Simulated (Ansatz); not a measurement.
Simulated powder pattern, Cu Kα, λ = 1.54184 Å (kinematic, ideal powder, no thermal factors, no anomalous dispersion; the 30 strongest lines at most, above 1 %, up to 2θ = 90°):

```json
[
 {"2θ (°)": "44.72", "I/Imax (%)": "100"},
 {"2θ (°)": "65.10", "I/Imax (%)": "14"},
 {"2θ (°)": "82.44", "I/Imax (%)": "27"}
]
```

The pattern belongs to a structure relaxed with DFT-PBE in the program Ansatz with PAW potentials.

Pick the material that matches.
A. Al, fcc (Cu type)
B. Cu, fcc (Cu type)
C. Na, bcc (W type)
D. Cr, bcc (W type)

D, Cr, bcc (W type)

Give the lattice parameters.

a = 2.866 Å.

Space group Im-3m (bcc (W type)). Symmetry was held in the PBE relaxation, as lowered by the spin order. The final state is antiferromagnetic, chosen from 4 collinear starts compared on coarse meshes (ties went to the first, and starts can fall back to one state), not a proven ground state. Textbook magnetic order: a spin-density-wave antiferromagnet.

Potentials: the later of the program's two PAW sets.
